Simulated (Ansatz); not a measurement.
HfSiO4:
```xyz
12
Lattice="-3.3227 3.3227 3.0071 3.3227 -3.3227 3.0071 3.3227 3.3227 -3.0071" Properties=species:S:1:pos:R:3 pbc="T T T"
Hf     0.0000     0.0000     0.0000
Hf     0.0000     3.3227     1.5036
Si     3.3227     0.0000     1.5036
Si     0.0000     0.0000     3.0071
O      3.3227     2.0986    -1.0890
O      4.5467     0.0000     0.4145
O      0.0000     1.2240     1.9181
O      2.0986     0.0000     0.4145
O      3.3227     1.2240     2.5926
O      1.2240     0.0000     4.0961
O      3.3227    -1.2240     2.5926
O      2.0986     3.3227     1.0890
```

PBE (plane waves, PAW; program Ansatz) gives a gap of 5.31 eV without spin–orbit coupling, maximum on the Γ–Z line, 14 % of the way from Γ, minimum off the standard path, at k = (0.229, 0.229, 0.208).

What happens when spin–orbit coupling is switched on?

The gap shrinks by 0.01 eV, to 5.30 eV; maximum on the Γ–Z line, 14 % of the way from Γ, minimum off the standard path, at k = (0.198, 0.312, 0.240).

Give the electron effective mass with spin–orbit coupling.

1.5, 7.6, 28 mₑ (principal values).

Give the hole effective mass with spin–orbit coupling.

1.7, 1.7, 9.5 mₑ (principal values).

Space group I4_1/amd. Symmetry was held in the PBE relaxation. The run is not spin-polarised.

Potentials: the later of the program's two PAW sets.
